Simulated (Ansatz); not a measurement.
# AlB2-type GdSi2

Method: PBEsol, scalar-relativistic; collinear spin; PAW, 420 eV, Γ-centred 10×10×8 mesh, 0.05 eV Gaussian smearing; code Ansatz; PAW files: Ansatz's generated set soft_2.

```cif
data_structure
_symmetry_space_group_name_H-M 'P6/mmm'
_symmetry_Int_Tables_number 191
_cell_length_a 4.0500
_cell_length_b 4.0500
_cell_length_c 3.9437
_cell_angle_alpha 90.000
_cell_angle_beta 90.000
_cell_angle_gamma 120.000
_cell_volume 56.02
loop_
_atom_site_label
_atom_site_type_symbol
_atom_site_symmetry_multiplicity
_atom_site_Wyckoff_symbol
_atom_site_fract_x
_atom_site_fract_y
_atom_site_fract_z
_atom_site_occupancy
Gd1 Gd 1 a 0.00000 0.00000 0.00000 1
Si1 Si 2 d 0.33333 0.66667 0.50000 1
```

This is a trial structure made by placing the elements on a prototype's sites, so it needn't be the stable form.

Magnetic state: ferromagnetic, site spin moments Gd 6.81; Si -0.06 μB.

The cell above was scaled in volume, and shape and atoms were relaxed at each volume within its symmetry. Energies are counted from the cell above.

Cell and atoms are those of this level's equilibrium.

| V (Å³/atom) | ΔE (meV/atom) | P from the stress (GPa) |
| --- | --- | --- |
| 17.926 | 8.75 | 3.97 |
| 18.299 | 2.05 | 1.83 |
| 18.673 | 0.00 | -0.03 |
| 19.046 | 2.16 | -1.69 |
| 19.420 | 7.87 | -3.14 |

Do the energies and the pressures agree? Compare −ΔE/ΔV between neighbouring points (1 meV/Å³ = 0.1602 GPa) with the mean of their pressures.

| interval (Å³/atom) | −ΔE/ΔV (GPa) | mean P (GPa) |
| --- | --- | --- |
| 17.93 to 18.30 | 2.9 | 2.9 |
| 18.30 to 18.67 | 0.9 | 0.9 |
| 18.67 to 19.05 | -0.9 | -0.9 |
| 19.05 to 19.42 | -2.4 | -2.4 |
They differ by 0.07 GPa at most.

What do the two routes give for V0, B0 and B0′?

A third-order Birch–Murnaghan fit of the energies: V0 = 18.66 Å³/atom, B0 = 89 GPa, B0′ = 5.6. A polynomial of P in ln V, with B = −dP/d ln V at P = 0: V0 = 18.66 Å³/atom, B0 = 88 GPa, B0′ = 5.4.

B0·V0 = 88.8 GPa × 18.66 Å³ = 10.34 eV/atom sets the scale: near the minimum ΔE ≈ ½ B0 V0 x², with x = V/V0 − 1, and a pressure of 0.9 GPa squeezes the volume by about 1 %. At the ends of the curve: x = −3.9 % predicts 8.0 meV/atom and the run gives 8.7; x = +4.1 % predicts 8.6 meV/atom and the run gives 7.9. The lopsidedness is anharmonic: atoms resist being pushed together more than being pulled apart.

Without a U the 4f levels of Gd lie too near the Fermi level, so their share of the states there, and what hangs on it, is overstated. These numbers lack spin–orbit coupling. The run wasn't fully tested for a lower electronic state. Site moments are of spin, integrated over atomic spheres. No antiparallel order was tried. The run is a metal.
